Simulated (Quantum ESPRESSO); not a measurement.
# LiMg3Ag3Ru: finding a planted mistake in a log

Simulated, not a measurement. The program is pw.x of Quantum ESPRESSO 7.5 (plane-wave density functional theory). The cell is made up: eight metal atoms on a hexagonal close-packed lattice, with elements, volume, strain and displacements drawn at random and not relaxed, so it may be unstable or far from any real phase. PseudoDojo standard norm-conserving files set the functional (PBE unless stated); there is no spin polarisation or spin-orbit coupling, the Fermi-Dirac width of 0.25 eV means electrons at about 2900 K, and the masses in the input are unused placeholders. A spin test at this wide smearing found no moment, but such smearing suppresses magnetism that the real alloy may have.

Intended input:

```
&control calculation='scf', pseudo_dir='./dojo.nc.sr.pbe.v0_5.standard.upf', outdir='./o', disk_io='minimal', tprnfor=.true., tstress=.true. /
&system ibrav=0, nat=8, ntyp=4, nbnd=62, ecutwfc=84.00895049, nosym=.true., tot_charge=0,
 occupations='smearing', smearing='fd', degauss=0.0183746611
/
&electrons conv_thr=1.470e-08, electron_maxstep=70, mixing_beta=0.5 /
ATOMIC_SPECIES
Ag 1.0 Ag.upf
Li 1.0 Li.upf
Mg 1.0 Mg.upf
Ru 1.0 Ru.upf
CELL_PARAMETERS angstrom
2.9781 -0.0184 -0.013
-0.0319 5.3057 0.0263
-0.0411 0.048 9.4476
ATOMIC_POSITIONS angstrom
Li -0.0073 0.0951 0.0984
Mg 0.036 0.1058 4.6507
Ag -0.1035 1.6524 2.4814
Mg -0.1259 1.9137 7.16
Ag 1.5529 2.6367 0.0764
Ru 1.4601 2.6515 4.5547
Ag 1.5738 4.4587 2.3898
Mg 1.5397 4.383 7.138
K_POINTS automatic
8 5 3 1 1 1
```

The log is shortened where brackets say so; the opening notice, blank lines, dates and the lines on written files are dropped, and the path of the files is cut. It prints rydbergs, bohrs and kilobars, and counts compression as positive stress. Its total energy is the free energy E - TS of the whole cell.

Log of the intended run:

```
     Program PWSCF v.7.5
     Parallel version (MPI & OpenMP), running on       4 processor cores
     Number of MPI processes:                 4
     Threads/MPI process:                     1
     [start-up lines left out]
     bravais-lattice index     =            0
     lattice parameter (alat)  =       5.6280  a.u.
     unit-cell volume          =    1007.3140 (a.u.)^3
     number of atoms/cell      =            8
     number of atomic types    =            4
     number of electrons       =       106.00
     number of Kohn-Sham states=           62
     kinetic-energy cutoff     =      84.0090  Ry
     charge density cutoff     =     336.0358  Ry
     scf convergence threshold =      1.5E-08
     mixing beta               =       0.5000
     number of iterations used =            8  plain     mixing
     Exchange-correlation= PBE
                           (   1   4   3   4   0   0   0)
     [axes and pseudopotential details left out]
   Cartesian axes
     site n.     atom                  positions (alat units)
         1        Li     tau(   1) = (  -0.0024512   0.0319322   0.0330403  )
         2        Mg     tau(   2) = (   0.0120879   0.0355250   1.5615886  )
         3        Ag     tau(   3) = (  -0.0347527   0.5548345   0.8331920  )
         4        Mg     tau(   4) = (  -0.0422741   0.6425725   2.4041487  )
         5        Ag     tau(   5) = (   0.5214249   0.8853378   0.0256532  )
         6        Ru     tau(   6) = (   0.4902650   0.8903073   1.5293542  )
         7        Ag     tau(   7) = (   0.5284426   1.4971198   0.8024350  )
         8        Mg     tau(   8) = (   0.5169927   1.4717016   2.3967616  )
     number of k points=    60  Fermi-Dirac smearing, width (Ry)=  0.0184
                       cart. coord. in units 2pi/alat
        k(    1) = (   0.0630786   0.0562507   0.0525273), wk =   0.0333333
        k(    2) = (   0.0621676   0.0572870  -0.1576366), wk =   0.0333333
     [further k points left out]
     Dense  grid:   104807 G-vectors     FFT dimensions: (  36,  60, 108)
     Estimated max dynamical RAM per process >     344.49 MB
     Estimated total dynamical RAM >       1.27 GB
     Initial potential from superposition of free atoms
     starting charge     105.9909, renormalised to     106.0000
     Starting wfcs are   57 randomized atomic wfcs +    5 random wfcs
     total cpu time spent up to now is        4.2 secs
     per-process dynamical memory:   278.8 Mb
     Self-consistent Calculation
     iteration #  1     ecut=    84.01 Ry     beta= 0.50
     Davidson diagonalization with overlap
     ethr =  1.00E-02,  avg # of iterations =  3.7
     Threshold (ethr) on eigenvalues was too large:
     Diagonalizing with lowered threshold
     Davidson diagonalization with overlap
     ethr =  5.69E-04,  avg # of iterations =  1.4
     total cpu time spent up to now is       23.7 secs
     total energy              =   -1502.78240649 Ry
     estimated scf accuracy    <       0.62071136 Ry
     iteration #  2     ecut=    84.01 Ry     beta= 0.50
     Davidson diagonalization with overlap
     ethr =  5.86E-04,  avg # of iterations =  3.1
     total cpu time spent up to now is       35.0 secs
     total energy              =   -1502.43146681 Ry
     estimated scf accuracy    <       5.59918808 Ry
     [iterations 3 to 11 left out]
     iteration # 12     ecut=    84.01 Ry     beta= 0.50
     Davidson diagonalization with overlap
     ethr =  4.97E-10,  avg # of iterations =  1.7
     total cpu time spent up to now is      128.9 secs
     total energy              =   -1503.04411351 Ry
     estimated scf accuracy    <       0.00000027 Ry
     iteration # 13     ecut=    84.01 Ry     beta= 0.50
     Davidson diagonalization with overlap
     ethr =  2.51E-10,  avg # of iterations =  1.0
     total cpu time spent up to now is      136.9 secs
     End of self-consistent calculation
     [lines on levels left out]
!    total energy              =   -1503.04411353 Ry
     estimated scf accuracy    <          6.7E-09 Ry
     smearing contrib. (-TS)   =      -0.06836561 Ry
     internal energy E=F+TS    =   -1502.97574792 Ry
     The total energy is F=E-TS. E is the sum of the following terms:
     one-electron contribution =    -996.61090388 Ry
     hartree contribution      =     518.71384568 Ry
     xc contribution           =    -223.87105835 Ry
     ewald contribution        =    -801.20763136 Ry
     convergence has been achieved in  13 iterations
     Forces acting on atoms (cartesian axes, Ry/au):
     atom    1 type  2   force =     0.00532594   -0.00249059    0.00647343
     atom    2 type  3   force =     0.00347407   -0.01235370    0.00365035
     atom    3 type  1   force =     0.01138266    0.02005363   -0.03034437
     atom    4 type  3   force =     0.01051131   -0.01445450   -0.02583537
     atom    5 type  1   force =    -0.00654387    0.00340140   -0.00122047
     atom    6 type  4   force =    -0.00331509    0.01557250    0.06330809
     atom    7 type  1   force =    -0.00991576   -0.01682134   -0.00776710
     atom    8 type  3   force =    -0.01091925    0.00709260   -0.00826457
     Total force =     0.087696     Total SCF correction =     0.000584
     Computing stress (Cartesian axis) and pressure
          total   stress  (Ry/bohr**3)                   (kbar)     P=      -17.64
  -0.00014090   0.00001010  -0.00000338          -20.73        1.49       -0.50
   0.00001010  -0.00016384  -0.00003784            1.49      -24.10       -5.57
  -0.00000338  -0.00003784  -0.00005499           -0.50       -5.57       -8.09
     init_run     :      3.84s CPU      4.04s WALL (       1 calls)
     electrons    :    131.31s CPU    132.72s WALL (       1 calls)
     forces       :      1.28s CPU      1.29s WALL (       1 calls)
     stress       :      4.39s CPU      4.40s WALL (       1 calls)
     [timing details left out]
     PWSCF        :   2m20.94s CPU   2m22.63s WALL
     JOB DONE.
```

A second run was made from an input with one planted mistake. Its log:

```
     Program PWSCF v.7.5
     Parallel version (MPI & OpenMP), running on       4 processor cores
     Number of MPI processes:                 4
     Threads/MPI process:                     1
     [start-up lines left out]
     bravais-lattice index     =            0
     lattice parameter (alat)  =       5.5389  a.u.
     unit-cell volume          =     960.3053 (a.u.)^3
     number of atoms/cell      =            8
     number of atomic types    =            4
     number of electrons       =       106.00
     number of Kohn-Sham states=           62
     kinetic-energy cutoff     =      84.0090  Ry
     charge density cutoff     =     336.0358  Ry
     scf convergence threshold =      1.5E-08
     mixing beta               =       0.5000
     number of iterations used =            8  plain     mixing
     Exchange-correlation= PBE
                           (   1   4   3   4   0   0   0)
     [axes and pseudopotential details left out]
   Cartesian axes
     site n.     atom                  positions (alat units)
         1        Li     tau(   1) = (  -0.0024564   0.0319336   0.0330253  )
         2        Mg     tau(   2) = (   0.0120774   0.0355159   1.5616066  )
         3        Ag     tau(   3) = (  -0.0347653   0.5548460   0.8332071  )
         4        Mg     tau(   4) = (  -0.0422711   0.6425951   2.4041960  )
         5        Ag     tau(   5) = (   0.5214453   0.8853380   0.0256560  )
         6        Ru     tau(   6) = (   0.4902623   0.8903191   1.5293660  )
         7        Ag     tau(   7) = (   0.5284393   1.4971595   0.8024335  )
         8        Mg     tau(   8) = (   0.5170101   1.4717082   2.3967926  )
     number of k points=    60  Fermi-Dirac smearing, width (Ry)=  0.0184
                       cart. coord. in units 2pi/alat
        k(    1) = (   0.0630785   0.0562494   0.0525272), wk =   0.0333333
        k(    2) = (   0.0621671   0.0572863  -0.1576340), wk =   0.0333333
     [further k points left out]
     Dense  grid:    99841 G-vectors     FFT dimensions: (  36,  60, 108)
     Estimated max dynamical RAM per process >     329.44 MB
     Estimated total dynamical RAM >       1.22 GB
     Initial potential from superposition of free atoms
     starting charge     105.9909, renormalised to     106.0000
     Starting wfcs are   57 randomized atomic wfcs +    5 random wfcs
     total cpu time spent up to now is        4.1 secs
     per-process dynamical memory:   259.7 Mb
     Self-consistent Calculation
     iteration #  1     ecut=    84.01 Ry     beta= 0.50
     Davidson diagonalization with overlap
     ethr =  1.00E-02,  avg # of iterations =  3.7
     Threshold (ethr) on eigenvalues was too large:
     Diagonalizing with lowered threshold
     Davidson diagonalization with overlap
     ethr =  6.35E-04,  avg # of iterations =  1.2
     total cpu time spent up to now is       22.7 secs
     total energy              =   -1502.74597683 Ry
     estimated scf accuracy    <       0.69173848 Ry
     iteration #  2     ecut=    84.01 Ry     beta= 0.50
     Davidson diagonalization with overlap
     ethr =  6.53E-04,  avg # of iterations =  3.1
     total cpu time spent up to now is       33.4 secs
     total energy              =   -1502.41798760 Ry
     estimated scf accuracy    <       5.30486021 Ry
     [iterations 3 to 11 left out]
     iteration # 12     ecut=    84.01 Ry     beta= 0.50
     Davidson diagonalization with overlap
     ethr =  5.96E-10,  avg # of iterations =  1.6
     total cpu time spent up to now is      123.2 secs
     total energy              =   -1503.04471509 Ry
     estimated scf accuracy    <       0.00000030 Ry
     iteration # 13     ecut=    84.01 Ry     beta= 0.50
     Davidson diagonalization with overlap
     ethr =  2.79E-10,  avg # of iterations =  1.0
     total cpu time spent up to now is      130.7 secs
     End of self-consistent calculation
     [lines on levels left out]
!    total energy              =   -1503.04471511 Ry
     estimated scf accuracy    <          6.1E-09 Ry
     smearing contrib. (-TS)   =      -0.06521897 Ry
     internal energy E=F+TS    =   -1502.97949614 Ry
     The total energy is F=E-TS. E is the sum of the following terms:
     one-electron contribution =    -975.70551624 Ry
     hartree contribution      =     510.82133209 Ry
     xc contribution           =    -224.02517462 Ry
     ewald contribution        =    -814.07013737 Ry
     convergence has been achieved in  13 iterations
     Forces acting on atoms (cartesian axes, Ry/au):
     atom    1 type  2   force =     0.00594519   -0.00305740    0.00554541
     atom    2 type  3   force =     0.00394537   -0.01542295    0.00818571
     atom    3 type  1   force =     0.01414680    0.02158690   -0.04020966
     atom    4 type  3   force =     0.01179530   -0.01771462   -0.02722250
     atom    5 type  1   force =    -0.00790095    0.00408727   -0.00230712
     atom    6 type  4   force =    -0.00425433    0.01939945    0.07634169
     atom    7 type  1   force =    -0.01187574   -0.01850372   -0.01276901
     atom    8 type  3   force =    -0.01180163    0.00962507   -0.00756452
     Total force =     0.105430     Total SCF correction =     0.000598
     Computing stress (Cartesian axis) and pressure
          total   stress  (Ry/bohr**3)                   (kbar)     P=       14.22
   0.00006764   0.00001357  -0.00000399            9.95        2.00       -0.59
   0.00001357   0.00004215  -0.00004024            2.00        6.20       -5.92
  -0.00000399  -0.00004024   0.00018024           -0.59       -5.92       26.51
     init_run     :      3.78s CPU      3.99s WALL (       1 calls)
     electrons    :    125.64s CPU    126.63s WALL (       1 calls)
     forces       :      1.23s CPU      1.24s WALL (       1 calls)
     stress       :      4.15s CPU      4.15s WALL (       1 calls)
     [timing details left out]
     PWSCF        :   2m14.87s CPU   2m16.09s WALL
     JOB DONE.
```

Question: the log repeats what the program read. Compare it with the intended run: what was wrong in the second input?

Answer: the cell and the positions are scaled by a wrong factor. The input lines that differ:

```
- 2.9781 -0.0184 -0.013
- -0.0319 5.3057 0.0263
- -0.0411 0.048 9.4476
+ 2.931 -0.0181 -0.0128
+ -0.0314 5.2219 0.0259
+ -0.0405 0.0472 9.2983
- Li -0.0073 0.0951 0.0984
- Mg 0.036 0.1058 4.6507
- Ag -0.1035 1.6524 2.4814
- Mg -0.1259 1.9137 7.16
- Ag 1.5529 2.6367 0.0764
- Ru 1.4601 2.6515 4.5547
- Ag 1.5738 4.4587 2.3898
- Mg 1.5397 4.383 7.138
+ Li -0.0072 0.0936 0.0968
+ Mg 0.0354 0.1041 4.5772
+ Ag -0.1019 1.6263 2.4422
+ Mg -0.1239 1.8835 7.0469
+ Ag 1.5284 2.595 0.0752
+ Ru 1.437 2.6096 4.4827
+ Ag 1.5489 4.3883 2.352
+ Mg 1.5154 4.3137 7.0252
```

|  | intended run | run with the mistake |
| --- | --- | --- |
| free energy (eV) | -20449.957 | -20449.965 |
| entropy term -TS, part of it (eV) | -0.930 | -0.887 |
| pressure (GPa) | -1.76 | 1.42 |
| size of the largest force component (eV/Å) | 1.628 | 1.963 |
| largest change of a force component (eV/Å) |  | 0.335 |
| iterations | 13 | 13 |

For scale, a rerun of the intended cell at a higher cutoff and on a denser mesh moved values by no more than 0.004 eV in energy, 0.08 GPa in stress and 0.013 eV/Å in force, and a second program with other atomic files agreed on that cell to 2 % rms in force and 0.5 GPa in pressure.